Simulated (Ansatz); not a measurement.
AlP:
```yaml
crystal:
  lattice:
    - [0.00000, 2.71687, 2.71687]
    - [2.71687, 0.00000, 2.71687]
    - [2.71687, 2.71687, 0.00000]
  atoms:
    - { symbol: P, position: [0.75000, 0.75000, 0.75000] }
    - { symbol: Al, position: [0.00000, 0.00000, 0.00000] }
```

x, y and z are the axes in which the lattice vectors are written.

Problem. Give the high-frequency dielectric tensor and the Born effective charge tensors of the independent atoms from DFPT, plane-wave PAW LDA (Ansatz code).

Solution. 
ε∞:
```
8.33  0.00  0.00
0.00  8.33  0.00
0.00  0.00  8.33
```
Z* of atom 1 (P), rows: field, columns: displacement, in e:
```
-2.22   0.00   0.00
 0.00  -2.22   0.00
 0.00   0.00  -2.22
```
Z* of atom 2 (Al), rows: field, columns: displacement, in e:
```
2.22  0.00  0.00
0.00  2.22  0.00
0.00  0.00  2.22
```

Space group F-43m (zinc blende). The LDA relaxation kept the symmetry of its start.

Potentials: the later of the program's two PAW sets.
